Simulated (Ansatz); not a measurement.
**Fields on a plane of PbI2 (CdI2 type)**

```yaml
crystal:
  lattice:
    - [4.43966, 0.00000, 0.00000]
    - [-2.21983, 3.84486, 0.00000]
    - [0.00000, 0.00000, 6.74199]
  atoms:
    - { symbol: Pb, position: [0.00000, 0.00000, 0.00000] }
    - { symbol: I, position: [0.33333, 0.66667, 0.28024] }
    - { symbol: I, position: [0.66667, 0.33333, 0.71976] }
```

The slice is a (-1 1 0 2) plane (indices of the conventional cell) through the point (0.000, 0.000, 0.000) (fractional), spanned by u = [110] and v = [1 -1 1] in vectors of this cell: u (4.44 Å) and v (10.23 Å, at 90° to u). It covers one period; positions are fractions (u, v).

Atoms on it: Pb at (0.00, 0.00). Other atoms lie within 1 Å of the plane.

Computed with PBEsol-D3(BJ) (plane waves to 420 eV, PAW, scalar-relativistic; Ansatz, an electronic-structure program). k mesh 9×9×5. Inside the PAW spheres the values are not all-electron values, and peaks at nuclei hang on which shells count as valence. PbI2 was relaxed with its symmetry unable to fall. Spin-orbit coupling is left out, though I and Pb are heavy. The PAW data are Ansatz's earlier set.

```
|%%%%**==::::::==**%%|
|##**==--::::::--==**|
|++==--::......::--==|
|====--::......::--==|
|**++==--::..::--==++|
|%%**++==::..::==++**|
|@@@@**==--::--==**@@|
|@@@@**==::::::==**@@|
|##**++==::..::==++**|
|++++==--......--==++|
|==----..      ..----|
|--::::..      ..::::|
|==----..      ..----|
|++++==--......--==++|
|##**++==::..::==++**|
|@@@@**==::::::==**@@|
|@@@@**==--::--==**@@|
|%%**++==::..::==++**|
|**++==--::..::--==++|
|====--::......::--==|
|++==--::......::--==|
|##**==--::::::--==**|
|%%%%**==::::::==**%%|
|@@%%**==--::--==**%%|
```
Scale: ten equal steps from -2.23 (start of ' ') to 1.06 (end of '@'), in the order ' .:-=+*#%@'. Values: log₁₀ of the valence density in e/Å³. The map has 10 points along u (two characters each, u = 0 at the left) and 24 along v (v = 0 in the bottom row). The scale is logarithmic, as a density can span decades between atoms and voids.

| v \ u | 0.00 | 0.20 | 0.40 | 0.60 | 0.80 |
|---|---|---|---|---|---|
| 0.92 | 0.46 | 0.33 | 0.04 | 0.04 | 0.33 |
| 0.83 | 0.47 | 0.29 | 0.03 | 0.03 | 0.29 |
| 0.75 | 0.39 | 0.71 | 0.20 | 0.20 | 0.71 |
| 0.67 | x | 0.66 | 0.26 | 0.26 | 0.66 |
| 0.58 | 0.74 | 0.74 | 0.07 | 0.07 | 0.74 |
| 0.50 | 0.07 | 0.04 | 0.01 | 0.01 | 0.04 |
| 0.42 | 0.74 | 0.74 | 0.07 | 0.07 | 0.74 |
| 0.33 | x | 0.66 | 0.26 | 0.26 | 0.66 |
| 0.25 | 0.39 | 0.71 | 0.20 | 0.20 | 0.71 |
| 0.17 | 0.47 | 0.29 | 0.03 | 0.03 | 0.29 |
| 0.08 | 0.46 | 0.33 | 0.04 | 0.04 | 0.33 |
| 0.00 | x | 0.48 | 0.08 | 0.08 | 0.48 |

Values: electron localisation function (ELF). Points within 0.5 Å of a nucleus are blanked (x), as the pseudised field means little there.
